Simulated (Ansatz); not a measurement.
Structures of LiY: which is lowest?

Plane-wave DFT in Ansatz with scalar-relativistic PAW potentials, cutoff 420 eV, Γ-centred meshes chosen by cell and gap, Gaussian smearing with energies taken to zero width. Every cell was relaxed (cell and atoms) in a run of its own, within the symmetry of its start. Functional: PBE.

Relaxed structures (starts from databases or built by putting these elements on another compound's sites):
A. Pm-3m, 2 atoms in the computed cell, a = 3.725 Å; sites (symmetry × multiplicity) Li m-3m × 1, Y m-3m × 1; start: built
B. Cmcm, 4 atoms in the computed cell, a = 3.398 Å, b = 12.437 Å, c = 5.043 Å; sites (symmetry × multiplicity) Li m2m × 4, Y m2m × 4; start: built

Rank them by energy. Could pressure change the order?

```csv
structure,group,E − E(lowest) (meV/atom),V (Å³/atom),gap on mesh (eV)
A,Pm-3m,0.0,25.85,0.00
B,Cmcm,8.3,26.64,0.00
```

A is lowest, 8 meV/atom under B. The lowest is also the densest of these, so pressure wouldn't bring one of the others in at first order. Other structures may lie lower than all of these, and vibrations aren't counted.